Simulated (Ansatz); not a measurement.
Start of a relaxation of Si2Br:

Space group R-3m:H (No. 166). a = 5.038 Å, b = 5.038 Å, c = 9.164 Å, α = 90.00°, β = 90.00°, γ = 120.00°
```tsv
atom	site	symmetry	x	y	z
Si	6c	3m	0.3333	0.6667	0.4728
Br	3a	-3m	0.0000	0.0000	0.0000
```

These are results of DFT PBE, scalar-relativistic, plane waves, PAW in Ansatz, not measurements. Cutoff 420 eV, Gaussian smearing, Γ-centred meshes. Cell and atoms relax first on a coarse mesh and then on a finer one. In between, the cell is made exact in the group found at 0.06 Å. In metals the finer mesh still leaves noise of several meV/atom or more. The steps can't lower the symmetry of their start. No spin polarisation.

A guess keeps its type if space group and coordination stay and the shape of the cell changes little (axis ratios within about 15 %, angles within 6°); the volume may change.

Question: Does this structure survive the relaxation?

Answer: It doesn't keep its type. The symmetry stays R-3m (No. 166). The volume per atom grows by 13.6 %, from 22.4 to 25.4 Å³. The shortest distance goes from 1.78 Å (Si–Br) to 2.35 Å (Si–Si). The ratio c/a of the conventional cell changes by a factor of 2.44. Counting neighbours within 15 % of an atom's shortest distance, the start has Br 2, Si 1 and the end Br 2, Si 4. In detail, at the end Si is surrounded by 3 Si at 2.35 Å and 1 Br at 2.55 Å; Br has 2 Si at 2.55 Å.

```cif
data_structure
_symmetry_space_group_name_H-M 'R-3m:H'
_symmetry_Int_Tables_number 166
_cell_length_a 3.9064
_cell_length_b 3.9064
_cell_length_c 17.3104
_cell_angle_alpha 90.000
_cell_angle_beta 90.000
_cell_angle_gamma 120.000
_cell_volume 228.76
loop_
_atom_site_label
_atom_site_type_symbol
_atom_site_symmetry_multiplicity
_atom_site_Wyckoff_symbol
_atom_site_fract_x
_atom_site_fract_y
_atom_site_fract_z
_atom_site_occupancy
Si1 Si 6 c 0.00000 0.00000 0.85280 1
Br1 Br 3 a 0.00000 0.00000 0.00000 1
```

The last run used a 12×12×12 mesh for its 3-atom cell and Gaussian smearing of 0.10 eV. An odd number of electrons in the primitive cell allows no gap without spin; a larger cell or a magnetic state could open one. The cell is a metal run without spin; a magnetic state may lie lower. Symmetry constrained the relaxation, so the result can be a saddle point. Another cell of Si2Br relaxed alike, in P2_1/m, lies 78 meV/atom lower, so this cell isn't the stable form at this level.
